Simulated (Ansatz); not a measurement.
Data:

Relaxed GaP (zinc blende):

```
CELL_PARAMETERS angstrom
      0.00000     2.72569     2.72569
      2.72569     0.00000     2.72569
      2.72569     2.72569     0.00000
ATOMIC_POSITIONS crystal
  P  0.75000 0.75000 0.75000
  Ga 0.00000 0.00000 0.00000
```

Scan: atom 2 (Ga, nearest neighbour P at 2.361 Å; its periodic images, 3.9 Å or more away, move with it) is displaced along Cartesian [110], direction (0.707, 0.707, 0.000) in Cartesian axes, by s. The other atoms stay.

Method: r2SCAN (plane waves to 500 eV, PAW, scalar-relativistic; Ansatz, an electronic-structure program). k mesh 8×8×8 (Γ-centred), Fermi-Dirac smearing 0.05 eV. E stands for the smeared free energy. As the smearing reaches across the gap at some points, energies and forces of such displacements shift with the k mesh and the smearing. GaP was relaxed with its symmetry unable to fall. ΔE is measured from the undisplaced structure.

The scan covers s from -0.710 to 0.710 Å in 11 points.

Problem. Is this a single well or a double well?

Solution. A single well with its minimum at or next to zero displacement.

Problem. Is the energy the same for equal positive and negative displacements?

Solution. Even: the same for both signs. With its periodic images moving along, the atom's site symmetry in this cell is -43m.

Problem. What force acts on the atom along the line at s = -0.710 Å?

Solution. 8.88 eV/Å.

Problem. What is the force constant k = d²E/ds² of this move at s = 0?

Solution. 10.2 eV/Å².

(For displaced atoms, the force is minus the slope of the energy, and its curvature is a force constant, which sets phonon frequencies.)
